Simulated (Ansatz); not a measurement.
How much do the gradients of CsMgAsH12O10 depend on the method?

Cell: a refined structure from the COD, ions relaxed with PBE at fixed cell.

```cif
data_CsMgAsH12O10
_symmetry_space_group_name_H-M 'F-43m'
_symmetry_Int_Tables_number 216
_cell_length_a 10.1609
_cell_length_b 10.1609
_cell_length_c 10.1609
_cell_angle_alpha 90.000
_cell_angle_beta 90.000
_cell_angle_gamma 90.000
loop_
_atom_site_label
_atom_site_type_symbol
_atom_site_symmetry_multiplicity
_atom_site_Wyckoff_symbol
_atom_site_fract_x
_atom_site_fract_y
_atom_site_fract_z
Cs Cs 4 c 0.7500 0.2500 0.7500
Mg Mg 4 a 0.0000 0.0000 0.0000
H H 48 h 0.2621 0.4431 0.5569
As As 4 d 0.2500 0.7500 0.2500
O16 O 24 f 0.2050 0.5000 0.5000
O22 O 16 e 0.3473 0.6527 0.3473
```

One atom of each set is listed; the run and its k-mesh use a cell of 25 atoms with edges of 7.18, 7.18, 7.18 Å.

First run. Method: Kohn–Sham DFT in Ansatz, PBE, plane waves and PAW, scalar-relativistic, 420 eV cutoff, Γ-centred 4×4×4 k-points, Fermi–Dirac smearing 0.02 eV.

```csv
site,V_zz (10²¹ V/m²),η
H,2.74,0.16
O16,-12.31,0.75
O22,12.52,0.00
```

Second run. The same atoms and settings, except that spin–orbit coupling is included (fully relativistic PAW files).

**Question.** Given the first result, estimate the second.

**Answer.** 

```json
{"site": "H", "V_zz": "2.74", "η": "0.16", "change of V_zz": "0.00"}
{"site": "O16", "V_zz": "-12.31", "η": "0.75", "change of V_zz": "0.00"}
{"site": "O22", "V_zz": "12.52", "η": "0.00", "change of V_zz": "0.00"}
```

No V_zz moves by more than 0.01. Sites without a gradient aren't listed.

The lattice is static: at room temperature water may turn and average the couplings of its hydrogen. The entry's hydrogen positions were far off; the other atoms hardly move on relaxation.
